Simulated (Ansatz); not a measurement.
The relaxed structure here is a generated cell of ZrO2: the first start was made by placing the elements on the sites of a structure type, and the end was not matched to a known phase here, so it may be hypothetical. Known forms of ZrO2 include space group No. 14, 137, 225.

One starting cell of ZrO₂ (a generated trial cell of ZrO2 in the pyrite structure type) was relaxed twice with Ansatz (plane waves, PAW, scalar-relativistic): with r2SCAN at 500 eV and with PBE at 420 eV. The r2SCAN result:

ZrO2 is modelled in the cubic space group Pa-3 (No. 205), Pearson symbol cP12. Cell: a = b = c = 5.1971 Å, α = β = γ = 90.00°. Zr on 4a sees 6 O at 2.123 Å (octahedral). O on 8c has 3 Zr at 2.123 Å (trigonal planar). (Neighbours: up to the widest gap in distance over summed covalent radii, below 1.35, at either atom; cation-cation and far metal-metal contacts left out.)

| quantity | r2SCAN | PBE |
|---|---|---|
| space group | Pa-3 | Pa-3 |
| volume (Å³/atom) | 11.70 | … |
| a (Å) | 5.197 | … |
| gap (eV, no spin-orbit coupling) | 3.83 | … |

### Question
What does PBE give for the same quantities?

### Answer

- volume (Å³/atom), PBE: 11.89
- a (Å), PBE: 5.225
- gap (eV, no spin-orbit coupling), PBE: 3.28

Both levels end in the same structure; PBE's volume is 1.6 % larger; its gap is 0.55 eV smaller. Neither column is exact.

No spin polarisation in the result.

The run could not lose the symmetry of its start: the end is stationary, and may be a saddle point rather than a minimum.

Ansatz is a program for electronic structure.
